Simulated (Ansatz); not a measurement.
AlB2Ru2:
Space group Cmmm (No. 65); a = 2.932 Å, b = 12.744 Å, c = 2.812 Å, α = 90.00°, β = 90.00°, γ = 90.00°

| atom | site | symmetry | x | y | z |
|---|---|---|---|---|---|
| Al | 2a | mmm | 0.0000 | 0.0000 | 0.0000 |
| Ru | 4j | m2m | 0.5000 | 0.1421 | 0.5000 |
| B | 4i | m2m | 0.0000 | 0.2097 | 0.0000 |
(The calculation used a cell of 5 atoms; values per cell refer to that cell.)

Relaxed with r²SCAN.

### Question
Tabulate the valence density and the electron localisation function along the shortest B–B contact (1.79 Å), the program Ansatz at the r²SCAN level (PAW).

### Answer


| distance from B (Å) | density (e/Å³) | ELF |
|---|---|---|
| 0.18 | 0.37 | 0.01 |
| 0.27 | 0.51 | 0.04 |
| 0.36 | 0.64 | 0.15 |
| 0.45 | 0.73 | 0.34 |
| 0.54 | 0.76 | 0.53 |
| 0.63 | 0.76 | 0.66 |
| 0.72 | 0.74 | 0.73 |
| 0.81 | 0.73 | 0.76 |
| 0.90 | 0.72 | 0.77 |
| 0.98 | 0.73 | 0.76 |
| 1.07 | 0.74 | 0.73 |
| 1.16 | 0.76 | 0.66 |
| 1.25 | 0.76 | 0.53 |
| 1.34 | 0.73 | 0.34 |
| 1.43 | 0.64 | 0.15 |
| 1.52 | 0.51 | 0.04 |
| 1.61 | 0.37 | 0.01 |

The density is the valence pseudo-density with augmentation charge, so density and ELF within about 1 Å of a nucleus are not all-electron values.

The start of the workflow was typed in or built on a structure type; neither database checked (COD, Materials Project) lists it. Whether it is the stable phase at ambient conditions was not checked. The r²SCAN relaxation kept the symmetry of its start; whether a distortion lowers the energy is not shown. The run is not spin-polarised. The volume moved by 17 % from the start of the relaxation.

Potentials: the later of the program's two PAW sets.
